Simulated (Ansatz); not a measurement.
**Formation energy of YbS (zincblende structure)**

The computed numbers are results of PBEsol, scalar-relativistic (no spin polarisation) in the plane-wave PAW code Ansatz at 420 eV, 8×8×8 k-mesh, Gaussian smearing of 0.05 eV; PAW files: Ansatz's generated set soft_2.

The start was a prototype's sites filled with these elements. The Crystallography Open Database lists the compound in space group Fm-3m (rock salt), so this is a trial structure.

Symmetry: F-43m, No. 216, cubic system. The conventional cell has a = 6.130 Å, b = 6.130 Å, c = 6.130 Å, α = 90.00°, β = 90.00°, γ = 90.00°. Yb (site symmetry -43m) is surrounded by 4 S at 2.65 Å. Around S (site symmetry -43m) lie 4 Yb at 2.65 Å. (Shells end 15 % past the nearest neighbour.)

The elements were computed in their standard states with the same datasets, cutoff and functional. Total energies depend on the potentials used, so only differences within one code and one set of settings carry meaning.

Energy of the relaxed cell (2 atoms, smearing extrapolated to zero): -14564.985 eV. Elements, in eV/atom: Yb -13676.506, S -884.892.

What is the formation energy?

[-14564.985 − (1 × -13676.506 + 1 × -884.892)] / 2 = -1.79 eV/atom, or -173 kJ per mole of atoms.

The value is for 0 K, without zero-point energy. Uncorrected semilocal values for oxides, chalcogenides and halides often miss by tenths of an eV an atom. A negative value shows stability against the elements alone, not against other compounds or structures.

Formal charges Yb²⁺, S²⁻ balance and leave closed shells on every ion, so a band insulator is expected, and the gap is 0.31 eV.

No spin–orbit coupling, a notable omission for heavy elements.
